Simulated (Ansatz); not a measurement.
## Ansatz run, SrZn₂

The input, for Ansatz 0.2.0 (plane waves, PAW):

```yaml
crystal:
  lattice:
    - [-2.41786639, 3.94376826, 3.95641665]
    - [2.41786639, -3.94376826, 3.95641665]
    - [2.41786639, 3.94376826, -3.95641665]
  atoms:
    - { symbol: Sr, position: [0.302, 0.052, 0.25] }
    - { symbol: Sr, position: [0.698, 0.948, 0.75] }
    - { symbol: Zn, position: [0.274, 0.335, 0.939] }
    - { symbol: Zn, position: [0.896, 0.335, 0.561] }
    - { symbol: Zn, position: [0.726, 0.665, 0.061] }
    - { symbol: Zn, position: [0.104, 0.665, 0.439] }
  symmetry: { tolerance: 0.0003 }
kpoints:
  mp_grid: { grid: [8, 8, 8], shift: [0, 0, 0] }
  band_path:
    path:
      - [0.0, 0.0, 0.0]
      - [0.5, 0.5, -0.5]
      - [0.34336854, 0.65663146, -0.34336854]
      - [-0.34336854, 0.34336854, 0.34336854]
      - [0.0, 0.0, 0.0]
      - [0.49840409, -0.49840409, 0.49840409]
      - [0.50159591, 0.49840409, -0.49840409]
      - [0.5, 0.5, -0.5]
      - [0.0, 0.0, 0.0]
      - [0.0, 0.5, 0.0]
      - [0.25, 0.25, 0.25]
    npoints: 6
magnetization:
  spin_polarized: false
scf:
  occupations: { method: fermi_dirac, width: 0.0362 }
  lower_state_search: "off"
  max_iter: 200
hamiltonian:
  pseudopotentials: { kind: paw }
  xc: lda
basis:
  ecutwfc: 420
  fft_grid_basis: typed
output:
  forces: true
  stress: true
  eigenvalues: true
  bader: true
  populations: true
  elf: true
  write_potential: true
  volumetric_format: npy
  dos:
    e_range: [-12, 8]
    de: 0.05
    projected: { site_lists: { Sr: [Sr], Zn: [Zn] } }
checkpoint:
  read: saved_state
```

The saved state is an earlier solution for the same cell, perhaps on another mesh. 

Parts of the output:

```
Pseudopotentials: kind: paw
Pseudopotential: Sr, paw, valence charge 10, recommended cutoff 420 eV (normal), Sr.paw.azcp
Pseudopotential: Zn, paw, valence charge 12, recommended cutoff 420 eV (normal), Zn.paw.azcp
Functional definition: SPW92
  exchange = slater_x
  correlation = pw_c
Crystal: 6 atoms, lattice volume = 150.906 Å³
Basis set: ecut = 420 eV, 2941 PW (Γ)
Bands: 41, of which v1, the nominal top of the filled ones, is band 34 counted from 1 (33 counted from 0)
Symmetry: 8 space group operations
Space group: Imma (ITA 74), of the structure as read, at distance tolerance 1.6e-3 Å
k-points: 95 of 512
Initial density: read from a saved state, or passed on in memory by an earlier SCF of this step, an earlier step, the calling program or the single point that the run made first
Functional: x = slater, c = lda
SCF iter   1: F=—  Δρ=6.40e-4  dr2=6.18e-4
SCF iter   2: F=—  Δρ=4.08e-4  dr2=2.60e-4
SCF iter   3: F=—  Δρ=2.45e-4  dr2=7.35e-5
SCF iter   4: F=—  Δρ=7.66e-5  dr2=5.82e-6
SCF iter   5: F=—  Δρ=1.79e-5  dr2=5.75e-7
SCF iter   6: F=-19874.6375 eV  Δρ=3.48e-6  dr2=3.13e-8
Free energy (F): -19874.6375 eV
Harris-Foulkes:  -19874.6375 eV  (|F-HF|=1.60e-8)
Internal energy: -19874.6216 eV  (E = F + TS)
E sigma→0 (E₀):  -19874.6296 eV
Entropy (-TS):   -0.0159 eV (-2.646 meV/atom)
Fermi energy:    7.5306 eV
--- Per-component energies (eV) ---
  E_band       = -154.9177
  E_kinetic    = 1011.2909
  E_local      = -8791.2969  (includes V_loc(G=0)·N_el)
  E_nonlocal   = 2864.0431
  E_hartree    = 3475.9190
  E_xc         = -882.6819
  E_vxc        = -533.9436  (∫ρ·V_xc dr)
  E_paw        = -12205.7826  (= ΣΔE_a)
  E_vpaw       = -1656.8541  (= ΣTr[D̂ρ^β])
  E_aug_tail   = -0.0014  (compensation charges beyond the density's cutoff)
  E_ewald      = -5352.9285
  E_core_change = 6.8168  (= ΣΔE_core)
  E_smearing   = -0.0159  (= −TS)
--- Forces (eV/Å), atoms counted from 1 ---
  atom   1  Sr     0.0000     0.0000    -0.2705
  atom   2  Sr     0.0000     0.0000     0.2705
  atom   3  Zn     0.0000    -0.0942    -0.0133
  atom   4  Zn     0.0000     0.0942    -0.0133
  atom   5  Zn     0.0000     0.0942     0.0133
  atom   6  Zn     0.0000    -0.0942     0.0133
--- Stress (GPa, compression-positive) ---
       -5.8509       0.0000       0.0000
        0.0000      -5.0325       0.0000
        0.0000       0.0000      -5.4699
  P = ⅓ Tr σ = -5.4511 GPa (-54.511 kbar)
--- Löwdin populations: 6 sites ---
  site symbol       q [e]
     0     Sr      9.1974
     1     Sr      9.1974
     2     Zn     11.6148
     3     Zn     11.6148
     4     Zn     11.6148
     5     Zn     11.6148
  spilling = 0.0463 (of n_electrons = 68.0000)
--- Bader charges: 6 sites ---
  site symbol  charge [e]  shift [e]
     0     Sr      1.1951     0.0000
     1     Sr      1.1950     0.0000
     2     Zn     -0.5975     0.0000
     3     Zn     -0.5975     0.0000
     4     Zn     -0.5975     0.0000
     5     Zn     -0.5975     0.0000
```

Origin: a database entry at a rescaled volume.
